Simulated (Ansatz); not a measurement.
NbRu (P4/mmm): from strained cells to moduli

```xyz
2
Lattice="3.0520 0.0000 0.0000 0.0000 3.0520 0.0000 0.0000 0.0000 3.3894" Properties=species:S:1:pos:R:3 pbc="T T T"
Nb    0.0000    0.0000    0.0000
Ru    1.5260    1.5260    1.6947
```

Level of theory, where no other is named: r²SCAN, PAW on Ansatz 0.2.0's default frozen-core files (fitted under PBE), scalar-relativistic. k mesh 14×14×14, strains of ±0.005, Fermi-Dirac smearing of 0.100 eV, cutoff 500 eV. The cell was relaxed by PAW under this functional.

The cell is tetragonal and carries a residual pressure of 0.02 GPa at this level. Each strain component that symmetry leaves independent is applied at ±0.005, the ions relax wherever a strain frees them, and the stress (tension positive, GPa) is read. Shears are engineering strains, γ = 2ε.

```csv
strain,size,σxx,σyy,σzz,σyz,σxz,σxy
xx,-0.005,-1.7778,-1.0204,-1.0276,0.0000,0.0000,0.0000
xx,+0.005,1.6927,0.9609,0.9774,0.0000,0.0000,0.0000
zz,-0.005,-1.0365,-1.0365,-1.7302,0.0000,0.0000,0.0000
zz,+0.005,0.9682,0.9682,1.6756,0.0000,0.0000,0.0000
yz,-0.005,-0.0176,-0.0235,-0.0211,-0.2581,0.0000,0.0000
yz,+0.005,-0.0176,-0.0235,-0.0211,0.2581,0.0000,0.0000
xy,-0.005,-0.0192,-0.0192,-0.0217,0.0000,0.0000,-0.2766
xy,+0.005,-0.0192,-0.0192,-0.0217,0.0000,0.0000,0.2766
```

A central difference gives one constant, for example C11 ≈ (1.6927 − (-1.7778))/(0.01) = 347.0 GPa; the program then imposes the crystal's symmetry on the whole matrix.

Task: What are the independent elastic constants?

Result: C11 = 347.0, C12 = 198.1, C13 = 200.5, C33 = 340.6, C44 = 51.6, C66 = 55.3 GPa.

Task: Is the crystal stable against homogeneous strain?

Result: The least eigenvalue of the 6×6 matrix is 51.6 GPa, so yes.

Task: What moduli does a random aggregate of grains have?

Result: Voigt and Reuss bounds: B from 248.1 to 248.1 and G from 59.3 to 60.8 GPa; their means are B = 248.1 and G = 60.0 GPa. Then E = 9BG/(3B + G) = 166.6 GPa, ν = (3B − 2G)/(6B + 2G) = 0.388 and B/G = 4.13, on the ductile side of Pugh's 1.75 (a rule of thumb).

Task: With the density of 10.203 g/cm³, how fast does sound travel, and what Debye temperature follows?

Result: 

```csv
direction,slow (m/s),middle (m/s),fast (m/s)
x,2249,2329,5832
y,2249,2329,5832
z,2249,2249,5778
```

The mean of v⁻³ over directions and branches gives v_m = 2736 m/s and θ_D = (ħ/k_B) v_m (6π²n)^(1/3) = 325 K, n being atoms per volume. Young's modulus spans 148 to 201 GPa over directions, and the universal anisotropy index is 0.13.

Task: How do the constants change if the ions are clamped to the homogeneous strain?

Result: None moves by more than 0.3 GPa: by symmetry a homogeneous strain puts no force on these sites.

Limits of these numbers: frozen-core PAW files fitted under PBE, their cores solved anew for the functional of the run; responses of metals move with mesh and smearing; the softest shear constant rests on one k mesh, and a soft shear can herald a distortion on cooling; elastic stability says nothing of phonons or of other phases.
